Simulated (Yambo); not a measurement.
Yambo run on AlN (wurtzite, space group P6_3mc, No. 186). The wavefunctions are PBEsol (Quantum ESPRESSO, PseudoDojo norm-conserving, 84 Ry, without SOC) ones on a 6×6×4 mesh (8 occupied bands); a = b = 3.113 Å, c = 4.983 Å, α = β = 90.00°, γ = 120.00°.

Yambo input:

```
gw0
dyson
el_el_corr
HF_and_locXC
ppa
em1d
EXXRLvcs= 84 Ry
VXCRLvcs= 336 Ry
Chimod= "HARTREE"
% BndsRnXp
 1 | 77 |
%
NGsBlkXp= 8 Ry
% LongDrXp
 1.0 | 1.0 | 1.0 |
%
PPAPntXp= 27.2114 eV
% GbndRnge
 1 | 77 |
%
GTermKind= "BG"
DysSolver= "n"
ExtendOut
% QPkrange
 1 | 1 | 8 | 9 |
%
```

k points by index: 1 = Γ.

Resulting energies as the program prints them:

```
#    K-point    Band    Eo [eV]    E [eV]    E-Eo [eV]    Vxc [eV]    Vnlxc [eV]    Sc|Eo [eV]    Sc|E [eV]    dSc/dw|Eo [eV]    Re(Z)    Im(Z)
#
    1    8    0.000000    -0.648121    -0.648121    -16.89140    -20.58744    2.883948    3.047921    -6.883387    0.798108    -0.001161
    1    9    4.104534    4.888824    0.784290    -12.64570    -8.107159    -3.588584    -3.754251    -5.747284    0.825620    -0.001018
```
(The two width columns are left out.) Convergence of these settings isn't established.

Geometry relaxed with PBEsol.
